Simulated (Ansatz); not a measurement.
# LaHg2, one cell by several methods

```
La Hg
1.0
     4.96000    0.00000    0.00000
    -2.48000    4.29549    0.00000
     0.00000    0.00000    3.65000
La Hg
1 2
Cartesian
  0.0000 0.0000 0.0000
  0.0000 2.8637 1.6425
  2.4800 1.4318 2.0075
```

Atoms are numbered in the order listed.

Conventional cell: a = 4.960 Å, b = 4.960 Å, c = 3.650 Å, α = 90.00°, β = 90.00°, γ = 120.00°. La (atom 1) is surrounded by 12 Hg at 3.30 to 3.50 Å and 2 La at 3.65 Å. Hg (atom 2) has 3 Hg at 2.89 Å and 3 La at 3.30 Å as nearest neighbours.

The cell is COD entry 1538192, as deposited and not checked against the literature; nothing was relaxed.

Spin–orbit coupling is left out, though it moves levels of the heavy atoms by tenths of an eV or more.

Levels of theory: DFT, PBEsol, PAW with Ansatz's default frozen-core files, scalar-relativistic (Ansatz 0.2.0); DFT, PBEsol, all-electron PAW with datasets made for the crystal, scalar-relativistic (Ansatz 0.2.0); DFT, PBEsol, all-electron LAPW, scalar-relativistic (Ansatz 0.2.0).

For PAW: a Γ-centred 10×10×11 k mesh, Fermi–Dirac smearing of 0.03 eV, cutoff 420 eV, no spin polarisation; the PAW files were made with PBE, and the program remakes their frozen cores for this functional. The crystal-made all-electron datasets (AE datasets) take a cutoff of 260 eV at this cell. LAPW targets a basis error of 0.5 meV/atom. The Ansatz runs share mesh, smearing and spin set-up. Plane-wave (PAW) pressures include the program's estimate of the Pulay term.

Stress and pressure are positive in compression.

Levels count from the Fermi level.

```
                      quantity     PAW  AE datasets    LAPW
                pressure (GPa)   -0.76        -0.75   -0.75
               stress xx (GPa)   -0.32        -0.30   -0.31
               stress zz (GPa)   -1.64        -1.63   -1.63
        force on Hg2, z (eV/Å)   0.289        0.288   0.288
highest filled level at H (eV)  -0.604       -0.605  -0.605
  lowest empty level at H (eV)   0.495        0.496   0.496
highest filled level at K (eV)  -2.473       -2.473  -2.473
  lowest empty level at K (eV)   0.579        0.579   0.579
highest filled level at Γ (eV)  -0.200       -0.201  -0.201
  lowest empty level at Γ (eV)   1.510        1.525   1.525
```

PAW's pressure differs from the LAPW value by -0.02 GPa.
